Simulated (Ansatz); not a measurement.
ScRhN2:
Space group R-3m, hexagonal axes (No. 166); a = b = 3.2797 Å, c = 17.5457 Å, α = β = 90.00°, γ = 120.00°

| atom | site | symmetry | x | y | z |
|---|---|---|---|---|---|
| Sc | 3b | -3m | 0.0000 | 0.0000 | 0.5000 |
| Rh | 3a | -3m | 0.0000 | 0.0000 | 0.0000 |
| N | 6c | 3m | 0.0000 | 0.0000 | 0.1046 |
(The calculation used a cell of 4 atoms; values per cell refer to that cell.)

Relaxed at zero pressure with plane-wave PAW PBE (Ansatz code).

Problem. The volume is lowered by 3 % and shape and atoms relax at that volume. What pressure results, and how do the axes share the change?

Solution. 3.8 GPa; a -1.6 %, b -1.6 %, c 0.2 %; the energy rises by 5 meV/atom.

Problem. Give the new structure.

Solution. 
Space group R-3m, hexagonal axes (No. 166); a = b = 3.2269 Å, c = 17.5813 Å, α = β = 90.00°, γ = 120.00°

```
atom  site  symmetry       x       y       z
----  ----  --------  ------  ------  ------
Sc      3b       -3m  0.0000  0.0000  0.5000
Rh      3a       -3m  0.0000  0.0000  0.0000
N       6c        3m  0.0000  0.0000  0.1041
```

The phase is kept; no other phase was compared at this pressure.

The start of the workflow was typed in or built on a structure type; neither database checked (COD, Materials Project) lists it. Whether it is the stable phase at ambient conditions was not checked. Symmetry was held in the PBE relaxation; whether a distortion lowers the energy is not shown. The workflow began spin-polarised and lost its moments.

Potentials: the earlier of the program's two PAW sets.
